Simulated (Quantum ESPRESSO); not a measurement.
## Band energies of NaPF$_{6}$

```xyz
8
Lattice="0.0000 3.8545 3.8545 3.8545 0.0000 3.8545 3.8545 3.8545 0.0000" Properties=species:S:1:pos:R:3 pbc="T T T"
F      3.8545     3.8545     6.0945
F      3.8545     3.8545     1.6145
F      6.0945     3.8545     3.8545
F      1.6145     3.8545     3.8545
F      3.8545     6.0945     3.8545
F      3.8545     1.6145     3.8545
Na     3.8545     3.8545     3.8545
P      0.0000     0.0000     0.0000
```

LDA (pw.x of Quantum ESPRESSO, ONCV potentials, without SOC); path ΓXWKΓLUWLK,UX; energies in eV from the valence-band maximum.

| k (1/Å) | point | band 24 | band 25 | band 26 | band 27 | band 28 | band 29 | band 30 | band 31 |
|---|---|---|---|---|---|---|---|---|---|
| 0.00 | Γ | -1.03 | -1.03 | 0.00 | 0.00 | 0.00 | 7.24 | 10.42 | 12.33 |
| 0.41 |  | -1.06 | -1.06 | -0.15 | -0.15 | 0.00 | 8.11 | 10.59 | 12.07 |
| 0.81 | X | -1.06 | -1.06 | -0.31 | -0.31 | 0.00 | 9.42 | 10.65 | 11.79 |
| 0.81 | W | -1.15 | -1.15 | -0.31 | -0.15 | -0.15 | 9.62 | 11.05 | 11.05 |
| 1.10 | K | -1.16 | -1.03 | -0.27 | -0.24 | -0.07 | 9.53 | 10.85 | 10.90 |
| 1.62 |  | -1.08 | -1.01 | -0.09 | -0.08 | -0.04 | 7.89 | 10.56 | 11.92 |
| 1.97 | Γ | -1.03 | -1.03 | 0.00 | 0.00 | 0.00 | 7.24 | 10.42 | 12.33 |
| 2.32 |  | -1.07 | -0.99 | -0.08 | -0.08 | -0.05 | 7.91 | 10.56 | 11.67 |
| 2.67 | L | -1.05 | -0.95 | -0.17 | -0.17 | -0.10 | 9.07 | 10.05 | 11.07 |
| 2.84 |  | -1.07 | -0.97 | -0.19 | -0.16 | -0.11 | 9.16 | 10.15 | 11.07 |
| 3.17 | U | -1.16 | -1.03 | -0.27 | -0.24 | -0.07 | 9.53 | 10.85 | 10.90 |
| 3.17 | W | -1.15 | -1.15 | -0.31 | -0.15 | -0.15 | 9.62 | 11.05 | 11.05 |
| 3.32 |  | -1.13 | -1.09 | -0.29 | -0.15 | -0.14 | 9.52 | 10.70 | 11.07 |
| 3.75 | L | -1.05 | -0.95 | -0.17 | -0.17 | -0.10 | 9.07 | 10.05 | 11.07 |
| 4.00 |  | -1.09 | -1.00 | -0.21 | -0.17 | -0.11 | 9.26 | 10.28 | 11.07 |
| 4.25 | K | -1.16 | -1.03 | -0.27 | -0.24 | -0.07 | 9.53 | 10.85 | 10.90 |
| 4.25 | U | -1.16 | -1.03 | -0.27 | -0.24 | -0.07 | 9.53 | 10.85 | 10.90 |
| 4.54 | X | -1.06 | -1.06 | -0.31 | -0.31 | 0.00 | 9.42 | 10.65 | 11.79 |

The LDA gap is direct, 7.24 eV at Γ. Another valence extremum on the path lies within 0.02 eV, too close to call.

Geometry of the Materials Project entry, not relaxed at this level.
